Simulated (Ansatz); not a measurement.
CuI (zinc blende)

```yaml
crystal:
  lattice:
    - [0.00000, 3.01151, 3.01151]
    - [3.01151, 0.00000, 3.01151]
    - [3.01151, 3.01151, 0.00000]
  atoms:
    - { symbol: I, position: [0.75000, 0.75000, 0.75000] }
    - { symbol: Cu, position: [0.00000, 0.00000, 0.00000] }
```

The relaxed cell is deformed in two ways at once: its volume V is scaled, and at that volume it is stretched along z (the c axis of the conventional cell) so that c/a changes. Fractional atomic positions are held.

Level of theory: r2SCAN (plane waves to 500 eV, PAW, scalar-relativistic; Ansatz, a program for electronic structure). k mesh 10×10×10 (Γ-centred), Fermi-Dirac smearing 0.05 eV. Stress and pressure are positive under compression. CuI is run without spin polarisation. CuI was relaxed with its symmetry unable to fall. Spin-orbit coupling is left out, though I is heavy.

At one point of the scan the stress tensor (GPa) is:

```
  -1.91     0.00     0.00
   0.00    -1.91     0.00
   0.00     0.00    -2.16
```

Which point is it?
(A) V/V₀ = 1.000, (c/a)/(c/a)₀ = 1.040
(B) V/V₀ = 1.080, (c/a)/(c/a)₀ = 1.027
(C) V/V₀ = 1.053, (c/a)/(c/a)₀ = 1.013
(D) V/V₀ = 1.027, (c/a)/(c/a)₀ = 0.987

C, V/V₀ = 1.053, (c/a)/(c/a)₀ = 1.013

(A scan under strain: stresses follow from slopes of the energy per volume, elastic moduli from its curvatures.)
